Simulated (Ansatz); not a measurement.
The relaxed structure here is a generated cell of ScF3: the first start was made by placing the elements on the sites of a structure type, and the end was not matched to a known phase here, so it may be hypothetical.

A relaxed cell of ScF3 (Im-3m (No. 229)), relaxed on a k-mesh at least as fine as the one used below. Method: PBE (plane waves to 420 eV, PAW, scalar-relativistic; Ansatz, a program for electronic structure). Γ-centred k-mesh 7×7×7 on the run's cell (coarser than for final values), Fermi–Dirac smearing 0.05 eV.

```
ScF3
1.0
   -4.46811     4.46811     4.46811
    0.00000     0.00000     4.46811
    0.00000     4.46811     0.00000
F Sc
6 2
Direct
  0.50000   0.50000   0.50000
  0.00000   0.50000   0.50000
  0.00000   0.50000   0.00000
  0.50000   0.50000   0.00000
  0.00000   0.00000   0.50000
  0.50000   0.00000   0.50000
  0.00000   0.00000   0.00000
  0.50000   0.00000   0.00000
```

The atoms are displaced along an unstable phonon of this cell by (Å):

| atom | ux | uy | uz |
|---|---|---|---|
| F1 | 0.000 | 0.000 | -0.012 |
| F2 | 0.000 | 0.000 | 0.012 |
| F3 | 0.000 | 0.000 | -0.150 |
| F4 | 0.000 | 0.000 | 0.150 |
| F5 | 0.000 | 0.000 | -0.012 |
| F6 | 0.000 | 0.000 | 0.012 |
| Sc7 | 0.000 | 0.000 | 0.036 |
| Sc8 | 0.000 | 0.000 | -0.036 |

### Question
What forces (eV/Å) and pressure result?

### Answer
```tsv
atom	Fx	Fy	Fz
F1	0.00	0.00	-0.09
F2	0.00	0.00	0.09
F3	0.00	0.00	-1.30
F4	0.00	0.00	1.30
F5	0.00	0.00	-0.09
F6	0.00	0.00	0.09
Sc7	0.00	0.00	0.63
Sc8	0.00	0.00	-0.63
```

Pressure +1.1 GPa.

### Question
Estimate the energy cost of the displacement in the harmonic approximation and compare with the calculation.

### Answer
For a harmonic well ΔE = −½ Σ F·u = -0.220 eV a cell, or -28 meV/atom. The calculated energy relative to the undisplaced cell is -0.031 eV/atom, so the harmonic estimate holds well.

The undisplaced cell is probably no minimum: from this displacement the run went on to P4/nmm (No. 129), 0.824 eV/atom below it.

No spin polarisation in the result.
